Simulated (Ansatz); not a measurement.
Polymorphs of ZrRh, each relaxed with the program Ansatz at the PBEsol level (PAW):

A: CsCl type (Pm-3m)
a = b = c = 3.2539 Å, α = β = γ = 90.00°

| atom | site | symmetry | x | y | z |
|---|---|---|---|---|---|
| Rh | 1a | m-3m | 0.0000 | 0.0000 | 0.0000 |
| Zr | 1b | m-3m | 0.5000 | 0.5000 | 0.5000 |

B: Cmcm
a = 3.3600 Å, b = 19.4631 Å, c = 4.3174 Å, α = β = γ = 90.00°

```tsv
atom	site	symmetry	x	y	z
Zr	4c	m2m	0.0000	0.4385	0.2500
Zr	4c	m2m	0.0000	0.6949	0.2500
Rh	4c	m2m	0.0000	0.0570	0.2500
Rh	4c	m2m	0.0000	0.1683	0.7500
```

Problem. Put the candidates in order of energy per atom at 0 K, lowest first, for PBEsol.

Solution. B (+0 meV/atom), A (+43 meV/atom)

Standing as an ambient phase not checked: A; B. All cells were relaxed under the symmetry of their starts (and spin orders); stability against distortions was not tested throughout. Rows with no word on spin ran without spin polarisation. Spin–orbit coupling is left out wherever it is not named.

Energies hold the estimated change up to a 700 eV cutoff; steps of a few meV lie near the error of the meshes.

Potentials: the later of the program's two PAW sets.
